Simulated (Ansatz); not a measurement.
LaCoO₃ (cubic perovskite, Pm-3m), the program Ansatz at the PBEsol level (PAW), all energies at zero smearing, with the estimated change up to a 700 eV cutoff added, with one set of potentials and settings (totals compare only within such a set). Cell of 5 atoms (1 La, 1 Co, 3 O): -12940.624 eV.

| element | reference phase | E (eV/atom) |
|---|---|---|
| La | P6_3/mmc, 4 atoms in the cell | -6161.2767 |
| Co | P6_3/mmc, 2 atoms in the cell, spin-polarised | -5092.9959 |
| O | C2/m, 4 atoms in the cell, spin-polarised | -558.3554 |

Formation energy per atom, worked out: (-12940.624 − 1×(-6161.2767) − 1×(-5092.9959) − 3×(-558.3554))/5 = -2.257 eV/atom (-218 kJ per mol of atoms), at 0 K, without zero-point energy or fitted corrections.

The workflow started from an entry of the Crystallography Open Database (COD), which files this formula under 3 space groups. Its standing as an ambient phase is unchecked. Symmetry was held in the PBEsol relaxation; whether a distortion lowers the energy is not shown. Magnetic state: ferromagnetic, the only order run, not a proven ground state. The cell computed holds one magnetic atom, so no antiferromagnetic order was within reach. No Hubbard U is applied. The references are the lowest solids computed at this level, not always the standard phases (solids in place of the gases). Spin–orbit coupling is left out wherever it is not named.

Potentials: the later of the program's two PAW sets.
